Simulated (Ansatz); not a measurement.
# Ionic part of the dielectric constant of SrC2, mode by mode

These are results of DFT PBE, scalar-relativistic, plane waves, PAW in Ansatz, not measurements. Plane waves to 420 eV; Γ-centred k mesh 10×10×10; fixed occupations. No spin polarisation. Phonons by linear response, acoustic sum rule imposed.

Symmetry: I4/mmm, No. 139, tetragonal system. The conventional cell has a = 4.123 Å, b = 4.123 Å, c = 6.806 Å, α = 90.00°, β = 90.00°, γ = 90.00°. Sr (site symmetry 4/mmm) has 10 C at 2.77 to 2.98 Å as nearest neighbours. C (site symmetry 4mm) has 1 C at 1.26 Å as nearest neighbours.

The primitive cell has V = 57.85 Å³ and ε∞,xx = 3.301. Each polar mode adds Δε = (4.92064×10⁷/V)·S/ν² along x, with S its oscillator strength in e²/amu, ν in cm⁻¹ and V in Å³.

Question: From these modes, find each Δε and ε0,xx.
| ν (cm⁻¹) | S_xx (e²/amu) |
| --- | --- |
| 178.5 | 0.3036 |

Answer:
| ν (cm⁻¹) | Δε |
| --- | --- |
| 178.5 | 8.11 |

The sum is 8.106, so ε0,xx = 11.41; the run's tensor has 11.41.

Question: Where do the longitudinal modes lie for a wave vector along x?

Answer: At 332 cm⁻¹. The Lyddane–Sachs–Teller product Π(ν_LO/ν_TO)² = 3.46 matches ε0/ε∞ = 3.46.

Cost: 1 run of about 5.5 core-minutes, on Arm Neoverse N1 (shared hosts).